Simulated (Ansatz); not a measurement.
AlSiNi6 in space group P4/mmm (No. 123; Pearson symbol tP8), r²SCAN (plane waves, PAW; program Ansatz), all energies at zero smearing, with the estimated change up to a 700 eV cutoff added, with one set of potentials and settings (totals compare only within such a set). Cell of 8 atoms (1 Al, 1 Si, 6 Ni): -36254.682 eV.

```tsv
element	reference phase	E (eV/atom)
Al	Fm-3m, 1 atoms in the cell	-540.4083
Si	Fd-3m, 2 atoms in the cell	-639.0667
Ni	Fm-3m, 1 atoms in the cell, spin-polarised	-5845.2912
```

Formation energy per atom, worked out: (-36254.682 − 1×(-540.4083) − 1×(-639.0667) − 6×(-5845.2912))/8 = -0.432 eV/atom (-42 kJ per mol of atoms), at 0 K, without zero-point energy or fitted corrections.

The first step of the workflow began from a Materials Project structure, measured or hypothetical; the Crystallography Open Database copy checked does not list it. With Al and Si taken as one species the cell has the higher symmetry Pm-3m, so it may be an ordered model of a mixed-site phase. Its standing as an ambient phase is unchecked. The cell was relaxed with r²SCAN under the symmetry of its start, as lowered by the spin order; its stability against distortions is not shown here. Magnetic state: ferrimagnetic, the only order run, not a proven ground state. Other orbital occupations within this spin state were not tried. The references are the lowest solids computed at this level, not always the standard phases.

Potentials: the later of the program's two PAW sets.
